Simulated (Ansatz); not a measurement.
# A vibration from a frozen displacement in AlRu

Theory: DFT r2SCAN, scalar-relativistic, plane waves, PAW in Ansatz 0.2.0. Settings: plane waves to 500 eV, k-mesh 20×20×20 (Γ-centred), Gaussian smearing 0.15 eV. No spin polarisation. Energies are free energies at this smearing, counted from the undisturbed cell; pressure is positive in compression.

Zero of the scan (relaxed at this level; it needn't be the usual structure):

```
Al Ru
1.0
     2.98262    0.00000    0.00000
     0.00000    2.98262    0.00000
     0.00000    0.00000    2.98262
Al Ru
1 1
Direct
  0.00000 0.00000 0.00000
  0.50000 0.50000 0.50000
```

Every Ru atom is moved by x along the Cartesian unit vector (0.000, 0.000, 1.000); the cell and all other atoms stay fixed. The cell's volume is 26.53 Å³; the moved atoms weigh 101.070 u together and the others 26.982 u. Some rows repeat others by symmetry and weren't run.

| x (Å) | ΔE (meV/cell) | total force on the moved atoms along the move (eV/Å) | pressure (GPa) |
| --- | --- | --- | --- |
| -0.1000 | 40.81 | 0.8150 | 0.7693 |
| -0.0875 | 31.26 | 0.7137 | 0.5848 |
| -0.0750 | 22.97 | 0.6121 | 0.4245 |
| -0.0625 | 15.96 | 0.5103 | 0.2888 |
| -0.0500 | 10.21 | 0.4084 | 0.1777 |
| -0.0375 | 5.75 | 0.3064 | 0.0911 |
| -0.0250 | 2.55 | 0.2043 | 0.0293 |
| -0.0125 | 0.64 | 0.1022 | -0.0078 |
| 0.0000 | 0.00 | 0.0000 | -0.0203 |
| 0.0125 | 0.64 | -0.1022 | -0.0078 |
| 0.0250 | 2.55 | -0.2043 | 0.0293 |
| 0.0375 | 5.75 | -0.3064 | 0.0911 |
| 0.0500 | 10.21 | -0.4084 | 0.1777 |
| 0.0625 | 15.96 | -0.5103 | 0.2888 |
| 0.0750 | 22.97 | -0.6121 | 0.4245 |
| 0.0875 | 31.26 | -0.7137 | 0.5848 |
| 0.1000 | 40.81 | -0.8150 | 0.7693 |

What frequency belongs to this motion?

The force constant is k = −dF/dx = 8.176 eV/Å², from the parabola through x = -0.0125, 0 and 0.0125. In every cell the moved atoms swing against the rest, so the mass is μ = m₁m₂/(m₁ + m₂) = 21.296 u, and ν̃ = 521.5 cm⁻¹ × √(|k|/μ) = 323 cm⁻¹. To first order in x, and within 1 %, the force on every atom lies along the move and, within each of the two groups, in proportion to the atom's mass, so this is itself a mode at the zone centre of this cell.

How far does the harmonic law reach?

At x = -0.100 Å, kx²/2 = 40.88 meV against the computed 40.81 meV (-0.2 %): the well is still close to harmonic there.

The pressure changes with x². What does that say about the frequency under compression?

With E = k(V)x²/2, k ∝ V^(−2γ) and x scaling with the cell as V^(1/3), P − P0 = −∂E/∂V = (2γ − 2/3) ΔE/V. At x = 0.0250 Å, V(P − P0) = 26.53 × 0.04954 / 160.2 eV = 8.20 meV and ΔE = 2.55 meV, so γ = 1/3 + V(P − P0)/(2ΔE) = 1.94. This is the Grüneisen parameter of the motion under uniform scaling of the cell: shrinking the cell evenly by 1 % in volume raises the frequency by about 1.94 %.

In a metal these slopes depend on the k mesh and the smearing.

Cost: 9 runs of about 6.7 core-minutes in all, on Intel Xeon Processor @ 2.70GHz (shared hosts).